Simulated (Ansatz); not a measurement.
The start is a relaxed ZnCu2SnS4 cell shaken by Gaussian noise of σ = 0.08 Å a coordinate. A full variable-cell relaxation at zero pressure is run with PBEsol (plane waves to 420 eV, PAW, scalar-relativistic; Ansatz, an electronic-structure program). First-step values are on the input's coarse k-mesh.

Ansatz input (later rounds restart from its end on a renewed k-mesh):
Ansatz 0.2 input:
```yaml
crystal:
  lattice:
    - [6.8791331179, 0, 0]
    - [-3.4395665589, 5.9575040361, 0]
    - [0, 0, 5.6779133989]
  atoms:
    - { symbol: Cu, position: [0.6674193297, 0.3291827104, 0.5720934166] }
    - { symbol: Cu, position: [0.3736152086, 0.6756846402, 0.3397707399] }
    - { symbol: S, position: [-0.0018440372, 0.0016150745, 0.2985081443] }
    - { symbol: S, position: [0.8305044249, 0.6361972422, 0.3174500735] }
    - { symbol: S, position: [0.8137538108, 0.1782860254, 0.3310135434] }
    - { symbol: S, position: [0.3701021604, 0.1826463535, 0.3307699987] }
    - { symbol: Sn, position: [0.6607805609, 0.307429821, -0.0133555377] }
    - { symbol: Zn, position: [0.0053697085, -0.008378466, 0.7678488754] }
basis: { ecutwfc: 420, ecutrho_ratio: 4, xc_grid: 2, fft_grid_basis: typed }
kpoints: { mp_grid: { grid: [4, 4, 4] } }
hamiltonian:
  xc: pbesol
  dispersion: none
  pseudopotentials: { kind: paw }
scf: { occupations: { method: fermi_dirac, width: 0.05 } }
relax: { f_tol: 0.01, max_steps: 100, cell: { stress_tol: 0.02 } }
output: { forces: true, stress: true }
```

**Question.** How much energy is released per atom?

**Answer.** 0.83 eV/atom.

**Question.** How does the volume per atom move from start to end?

**Answer.** -33.1 %, from 29.09 to 19.46 Å³/atom.

**Question.** Does it find its way back to the structure it was made from?

**Answer.** It does not go back: it reaches P1 (No. 1), 0.81 eV/atom below the parent.

**Question.** How do the shortest distances between atoms change?

**Answer.** The closest pairs of elements (up to four, under 3.6 Å), start → end: S–S 2.16 → 2.09 Å; Cu–S 2.24 → 2.17 Å; S–Zn 2.67 → 2.29 Å; Cu–Sn 2.36 → 2.61 Å.

**Question.** Write out the relaxed structure.

**Answer.** 
```xyz
8
Lattice="5.4742 0.0000 0.0000 2.4612 5.3871 0.0000 0.9733 2.5141 5.2796" Properties=species:S:1:pos:R:3 pbc="T T T"
Cu     1.5070     3.0710     2.0547
Cu     4.1138     2.9211     4.6755
S      5.1687     0.6586     0.2344
S      3.0676     1.7532     3.1807
S      3.4092     5.0254     5.2604
S      2.5415     5.1140     2.0619
Sn     4.4418     3.1762     1.4542
Zn     3.2059     6.7693     3.7946
```

Final values are on a 7×7×6 k-mesh of the relaxed cell. The relaxed cell holds bonded S–S pairs (2.09 Å). No spin polarisation in the result.

The relaxed structure here is a generated cell of ZnCu2SnS4: the first start was made by a random draw of sites in a space group, and the end was not matched to a known phase here, so it may be hypothetical. Known forms of ZnCu2SnS4 include space group No. 82.
